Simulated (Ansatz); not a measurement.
Task: Each is relaxed and computed with r²SCAN (plane waves, PAW; program Ansatz). Which is the only metal?
A) BaCu2S2, I4/mmm (Ba on 2a, Cu on 4d, S on 4e)
B) Si3N4, P6_3/m (Si on 6h, N on 2c, N on 6h)
C) YSi2Ru2, I4/mmm (Y on 2a, Si on 4e, Ru on 4d)
D) SiO2, P6_322 (Si on 4f, O on 6g, O on 2c)

Result: C, YSi2Ru2, I4/mmm (Y on 2a, Si on 4e, Ru on 4d). YSi2Ru2: metal; SiO2: gap 6.17 eV (indirect); BaCu2S2: gap 0.74 eV (direct); Si3N4: gap 4.99 eV (indirect). Not the usual ambient phase: SiO2, P6_322 (Si on 4f, O on 6g, O on 2c). Standing as an ambient phase not checked: YSi2Ru2, I4/mmm (Y on 2a, Si on 4e, Ru on 4d); BaCu2S2, I4/mmm (Ba on 2a, Cu on 4d, S on 4e). All cells were relaxed under the symmetry of their starts (and spin orders); stability against distortions was not tested throughout. Rows with no word on spin ran without spin polarisation. Scalar-relativistic: spin–orbit coupling is off unless named, which matters more the heavier the elements.

Potentials: the later of the program's two PAW sets.
